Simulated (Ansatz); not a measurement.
CoSi₂:
```yaml
crystal:
  lattice:
    - [0.00000, 2.65748, 2.65748]
    - [2.65748, 0.00000, 2.65748]
    - [2.65748, 2.65748, 0.00000]
  atoms:
    - { symbol: Co, position: [0.00000, 0.00000, 0.00000] }
    - { symbol: Si, position: [0.25000, 0.25000, 0.25000] }
    - { symbol: Si, position: [0.75000, 0.75000, 0.75000] }
```

Relaxed with r²SCAN.

Task: Decompose the optical modes at the zone centre into irreducible representations, and say which are infrared and Raman allowed.

Result: Point group m-3m: Γ_opt = T1u + T2g. Infrared: T1u. Raman: T2g.

Task: Assign frequencies (DFPT, the program Ansatz at the r²SCAN level (PAW)).

Result: T2g 334, T1u 348 cm⁻¹.

Space group Fm-3m (fluorite or antifluorite type). The r²SCAN relaxation kept the symmetry of its start; of distortions, only those at the zone centre were tested. The workflow began spin-polarised and lost its moments. As this level gives no gap, phonon frequencies hold no LO–TO term and depend on the k-mesh and smearing (Fermi–Dirac, 0.1 eV here).

Potentials: the later of the program's two PAW sets.
